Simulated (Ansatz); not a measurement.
Input, command and steps of an Ansatz relaxation.

```yaml
crystal:
  lattice:
    - [-2.0763056827, 2.0763056827, 4.2245433053]
    - [2.0763056827, -2.0763056827, 4.2245433053]
    - [2.0763056827, 2.0763056827, -4.2245433053]
  atoms:
    - { symbol: Sn, position: [0.0, 0.0, 0.0] }
    - { symbol: F, position: [0.2255282568, 0.2255282568, 0.0] }
    - { symbol: F, position: [0.7744717432, 0.7744717432, 0.0] }
    - { symbol: F, position: [0.5, 0.0, 0.5] }
    - { symbol: F, position: [0.0, 0.5, 0.5] }
basis:
  ecutwfc: 420
kpoints:
  mp_grid: { grid: [8, 8, 8] }
hamiltonian:
  xc: pbesol
scf:
  occupations: { method: gaussian, width: 0.02 }
output:
  forces: true
  stress: true
  eigenvalues: true
relax:
  adjacent_minimum: "off"
  f_tol: 0.01
  max_steps: 30
  cell: { stress_tol: 0.1, fix: [volume] }
```

```bash
ansatz run input.yaml --threads 1 --pin off --max-ram 2560MiB --backend cpu --events-out ev --progress --plain --runs-dir out
```

Theory: DFT PBEsol, scalar-relativistic, plane waves, PAW in Ansatz.

The volume is held at 1.06 times that of the relaxed cell.

Of 7 frames 6 are shown, positions in Å and forces in eV/Å; the SCF threshold varies from step to step. Steps run on the plane waves of an earlier cell, with a Pulay correction in the pressure. The basis is chosen afresh for the last frame, the zero of the energies, and at times for earlier ones too; energy and pressure can step there, also at an unchanged geometry. Where two frames share a geometry here, they differ by under 2 meV/atom and 0.3 GPa.

```xyz
5
Lattice="-2.0763 2.0763 4.2245 2.0763 -2.0763 4.2245 2.0763 2.0763 -4.2245" Properties=species:S:1:pos:R:3:forces:R:3 pbc="T T T" step=1 free_energy_over_end_meV_per_atom=3.65 pressure_GPa=-3.42
Sn    0.0000    0.0000    0.0000    0.0000    0.0000    0.0000
F     0.0000    0.0000    1.9055    0.0000    0.0000   -0.4723
F     0.0000    0.0000    6.5436    0.0000    0.0000    0.4723
F     0.0000    2.0763    0.0000    0.0000    0.0000    0.0000
F     2.0763    0.0000    0.0000    0.0000    0.0000    0.0000
5
Lattice="-2.0642 2.0642 4.2741 2.0642 -2.0642 4.2741 2.0642 2.0642 -4.2741" Properties=species:S:1:pos:R:3:forces:R:3 pbc="T T T" step=2 free_energy_over_end_meV_per_atom=0.23 pressure_GPa=-1.31
Sn    0.0000    0.0000    0.0000    0.0000    0.0000    0.0000
F     0.0000    0.0000    1.8897    0.0000    0.0000   -0.0927
F     0.0000    0.0000    6.6585    0.0000    0.0000    0.0927
F     0.0000    2.0642    0.0000    0.0000    0.0000    0.0000
F     2.0642    0.0000    0.0000    0.0000    0.0000    0.0000
5
Lattice="-2.0607 2.0607 4.2887 2.0607 -2.0607 4.2887 2.0607 2.0607 -4.2887" Properties=species:S:1:pos:R:3:forces:R:3 pbc="T T T" step=3 free_energy_over_end_meV_per_atom=0.09 pressure_GPa=-0.72
Sn    0.0000    0.0000    0.0000    0.0000    0.0000    0.0000
F     0.0000    0.0000    1.8856    0.0000    0.0000    0.0104
F     0.0000    0.0000    6.6918    0.0000    0.0000   -0.0104
F     0.0000    2.0607    0.0000    0.0000    0.0000    0.0000
F     2.0607    0.0000    0.0000    0.0000    0.0000    0.0000
5
Lattice="-2.0609 2.0609 4.2879 2.0609 -2.0609 4.2879 2.0609 2.0609 -4.2879" Properties=species:S:1:pos:R:3:forces:R:3 pbc="T T T" step=4 free_energy_over_end_meV_per_atom=0.09 pressure_GPa=-0.77
Sn    0.0000    0.0000    0.0000    0.0000    0.0000    0.0000
F     0.0000    0.0000    1.8860    0.0000    0.0000   -0.0004
F     0.0000    0.0000    6.6898    0.0000    0.0000    0.0004
F     0.0000    2.0609    0.0000    0.0000    0.0000    0.0000
F     2.0609    0.0000    0.0000    0.0000    0.0000    0.0000
5
Lattice="-2.0609 2.0609 4.2879 2.0609 -2.0609 4.2879 2.0609 2.0609 -4.2879" Properties=species:S:1:pos:R:3:forces:R:3 pbc="T T T" step=5 free_energy_over_end_meV_per_atom=0.03 pressure_GPa=-0.76
Sn    0.0000    0.0000    0.0000    0.0000    0.0000    0.0000
F     0.0000    0.0000    1.8860    0.0000    0.0000   -0.0014
F     0.0000    0.0000    6.6898    0.0000    0.0000    0.0014
F     0.0000    2.0609    0.0000    0.0000    0.0000    0.0000
F     2.0609    0.0000    0.0000    0.0000    0.0000    0.0000
5
Lattice="-2.0597 2.0597 4.2931 2.0597 -2.0597 4.2931 2.0597 2.0597 -4.2931" Properties=species:S:1:pos:R:3:forces:R:3 pbc="T T T" step=7 free_energy_over_end_meV_per_atom=0.00 pressure_GPa=-0.66
Sn    0.0000    0.0000    0.0000    0.0000    0.0000    0.0000
F     0.0000    0.0000    1.8860    0.0000    0.0000   -0.0004
F     0.0000    0.0000    6.7002    0.0000    0.0000    0.0004
F     0.0000    2.0597    0.0000    0.0000    0.0000    0.0000
F     2.0597    0.0000    0.0000    0.0000    0.0000    0.0000
```

The run took 51 s on 1 thread of Arm Neoverse V1, on a shared host, peak memory 0.4 GiB.

The cell holds layers, and where no dispersion correction was added their binding is poorly described.